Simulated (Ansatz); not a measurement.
An Ansatz (a program for electronic structure) run. Input:

Ansatz 0.2 input:
```yaml
crystal:
  lattice:
    - [3.4985871684, 0.0, 0.0]
    - [0.0, 3.4985871684, 0.0]
    - [0.0, 0.0, 9.6503316589]
  atoms:
    - { symbol: Na, position: [0.0, 0.0, 0.5] }
    - { symbol: Na, position: [0.5, 0.5, 0.8266517113] }
    - { symbol: Na, position: [0.5, 0.5, 0.1733482887] }
    - { symbol: Cl, position: [0.0, 0.0, 0.0] }
kpoints:
  mp_grid: { grid: [12, 12, 5] }
hamiltonian:
  xc: r2scan
  pseudopotentials: { kind: paw }
scf:
  occupations: { method: gaussian, width: 0.05 }
checkpoint: { read: metal.run }
output: { bader: true, populations: true }
```

Output (shortened):

```
Pseudopotential: Na, paw, valence charge 9
Pseudopotential: Cl, paw, valence charge 7
Functional definition: r2SCAN
Crystal: 4 atoms, lattice volume = 118.121 Å³
Basis set: ecut = 500 eV, 3003 PW (Γ), exchange–correlation on 108×108×288 points (64 copies of the dense FFT grid, shifted against one another)
Bands: 25, of which v1, the nominal top of the filled ones, is band 17 counted from 1 (16 counted from 0)
Symmetry: 16 space group operations
Space group: P4/mmm (ITA 123), of the structure as read, at distance tolerance 4.9e-5 Å
k-points: 84 of 720
Stability of the state it starts from, as read at its close in the unpolarized treatment …
iter 1 solved again at ethr=4.40e-9 eV; its pass at ethr=3.10e-3 eV (dr2=1.50e-6 eV) is discarded
SCF iter   1: F=—  HF=-5552.995024 eV  |F-HF|=—  |Δ(HF+E_count)|=         —  Δρ=1.36e-7  dr2=5.10e-11  dr2_τ=1.91e-12  ethr=4.40e-9  ⟨swp⟩=3.8  Hψ=16181  notcnv=0
preconditioner: auto → Kerker (q_TF=auto, 2.217 Å⁻¹)
SCF iter   2: F=-5552.995024 eV  HF=-5552.995024 eV  |F-HF|=1.64e-11  |Δ(HF+E_count)|=   5.51e-8  Δρ=7.47e-8  dr2=2.93e-11  dr2_τ=1.62e-12  ethr=1.00e-12  ⟨swp⟩=5.6  Hψ=6882  notcnv=0
SCF 1 converged in 2 iterations: F = -5552.995024 eV  dr2 = 2.93e-11
SCF converged after 2 iterations
Free energy (F): -5552.995024 eV
Harris-Foulkes:  -5552.995024 eV  (|F-HF|=1.64e-11)
Internal energy: -5552.993709 eV  (E = F + TS)
E sigma→0 (E₀):  -5552.994367 eV
Entropy (-TS):   -0.001315 eV (-0.329 meV/atom)
Fermi energy:    3.400509 eV
--- Per-component energies (eV) ---
  E_band       = -767.429760
  E_kinetic    = 522.875768
  E_local      = -4661.816703  (includes V_loc(G=0)·N_el)
  E_nonlocal   = 375.905785
  E_hartree    = 1713.298124
  E_xc         = -213.155298
  E_vxc        = -298.707097  (∫ρ·V_xc dr)
  E_paw        = -1469.775029  (= ΣΔE_a)
  E_vpaw       = -154.125048  (= ΣTr[D̂ρ^β])
  E_aug_tail   = 0.000036  (compensation charges beyond the density's cutoff)
  E_vtau       = 21.841412  (kinetic-family band-sum trace: ∫τ·v_τ [+ j·A + Jᵃ·Aᵃ] dr)
  E_ewald      = -1820.111186
  E_core_change = -0.215209  (= ΣΔE_core)
  E_smearing   = -0.001315  (= −TS)
  E_closure    = 0.000000  (closes the sum)
  Σ components = -5552.995024   (vs F -5552.995024, Δ=0.00e0)
  [band-id]    e_kinetic+e_local+e_nonlocal+2·e_hartree+e_vxc+e_vpaw+e_augmentation_tail+e_vtau = -767.429598   (vs E_band -767.429760, Δ=1.63e-4)
--- Band table (eV; the first three rows and the last of 84) ---
  k-point 0: bands = ["-52.8030", "-52.8017", "-52.0751", "-23.2203", "-23.2045", "-23.2045", "-23.2016", "-23.2016", "-23.1899", "-22.4788", "-22.4722", "-22.4722", "-14.7260", "-2.9654", "-1.3326", "-1.3326", "0.4353", "2.5816", "4.3478", "6.9825", …
  k-point 1: bands = ["-52.8030", "-52.8017", "-52.0751", "-23.2203", "-23.2045", "-23.2045", "-23.2016", "-23.2016", "-23.1899", "-22.4788", "-22.4722", "-22.4722", "-14.7260", "-2.9694", "-1.3326", "-1.3326", "0.5200", "2.2912", "4.7520", "6.8202", …
  k-point 2: bands = ["-52.8030", "-52.8017", "-52.0751", "-23.2204", "-23.2045", "-23.2045", "-23.2016", "-23.2016", "-23.1899", "-22.4788", "-22.4722", "-22.4722", "-14.7260", "-2.9757", "-1.3326", "-1.3326", "0.6996", "1.8774", "5.5380", "6.3124", …
  k-point 83: bands = ["-52.8003", "-52.7991", "-52.0721", "-23.2350", "-23.2350", "-23.2308", "-23.2308", "-23.2081", "-23.1828", "-22.5042", "-22.5042", "-22.4711", "-14.1223", "-3.0598", "-3.0598", "-2.0054", "5.9502", "6.2692", "6.2692", "6.8310", …
--- Löwdin populations: 4 sites ---
  site symbol       q [e]
     0     Na      8.9286
     1     Na      8.5644
     2     Na      8.5644
     3     Cl      7.7254
  spilling = 0.006385 (of n_electrons = 34.000000)
--- Bader charges: 4 sites ---
  site symbol  charge [e]  shift [e]
     0     Na      0.4297     0.0000
     1     Na      0.2795     0.0000
     2     Na      0.2795     0.0000
     3     Cl     -0.9888     0.0001
  shift: an alarm, by how much a part of what the PAW files miss would move the charge. Where it is large, compare
  with a run on PAW files of another source; a small one proves nothing
  estimated error of the sums over rays = 2.6e-4 e
```

Cost: roughly 50 core-seconds on shared cores.

The first step of the workflow began from a Materials Project structure, measured or hypothetical; the Crystallography Open Database copy checked does not list it. Whether it is the stable phase at ambient conditions was not checked. Symmetry was held in the r²SCAN relaxation; its stability against distortions is not shown here.

Potentials: the later of the program's two PAW sets.

Ansatz is a plane-wave DFT program.
